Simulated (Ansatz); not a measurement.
YN (zinc blende, F-43m) under volume change, PBEsol in the plane-wave PAW code Ansatz, scaled uniformly.

```tsv
V (Å³/atom)	E − E(relaxed) (meV/atom)	P (GPa)
16.236	62.5	13.44
16.771	26.4	8.30
17.307	6.3	3.85
17.842	0.0	0.00
18.377	5.6	-3.33
18.913	21.7	-6.21
19.448	46.8	-8.71
```

### Question
What does a third-order Birch–Murnaghan fit give for V₀, B₀ and B′?

### Answer
V₀ = 17.84 Å³/atom, B₀ = 119 GPa, B′ = 3.8.

The start of the workflow was typed in or built on a structure type; the Crystallography Open Database copy checked does not list it. COD files the formula under space group No. 225, so this cell is another polymorph or a model. Its standing as an ambient phase is unchecked. Symmetry was held in the PBEsol relaxation; whether a distortion lowers the energy is not shown. No spin polarisation was allowed.

Potentials: the later of the program's two PAW sets.
